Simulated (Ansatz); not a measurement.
Data:

BN:
Space group P6₃mc (No. 186); a = 2.5401 Å, b = 2.5401 Å, c = 12.4951 Å, α = 90.00°, β = 90.00°, γ = 120.00°

```json
[
 {"atom": "B", "site": "2a", "symmetry": "3m.", "x": "0.0000", "y": "0.0000", "z": "0.0001"},
 {"atom": "B", "site": "2b", "symmetry": "3m.", "x": "0.3333", "y": "0.6667", "z": "0.3327"},
 {"atom": "B", "site": "2b", "symmetry": "3m.", "x": "0.6667", "y": "0.3333", "z": "0.1666"},
 {"atom": "N", "site": "2a", "symmetry": "3m.", "x": "0.0000", "y": "0.0000", "z": "0.3744"},
 {"atom": "N", "site": "2b", "symmetry": "3m.", "x": "0.3333", "y": "0.6667", "z": "0.2081"},
 {"atom": "N", "site": "2b", "symmetry": "3m.", "x": "0.6667", "y": "0.3333", "z": "0.0419"}
]
```

This is the HSE06-relaxed structure.

### Question
All from HSE06 (plane waves, PAW; program Ansatz), unless another level is named. Estimate the smallest direct gap on the standard path.

### Answer
8.78 eV.

### Question
Give the band gap.

### Answer
6.59 eV (indirect).

### Question
Next, the conduction-band minimum?

### Answer
at M (3 equivalent valleys).

### Question
Give the valence-band maximum.

### Answer
at Γ.

Space group P6_3mc. The cell is a constructed one: a structure type filled with these elements. Its sites differ from those of the usual phase in this space group: another stacking or structure type. The cell was relaxed with HSE06 under the symmetry of its start; its stability against distortions is not shown here. The hybrid was solved on a coarse mesh, the path and, where they were found, the r²SCAN edge points; its band edges are the extreme levels among these.

Potentials: the later of the program's two PAW sets.
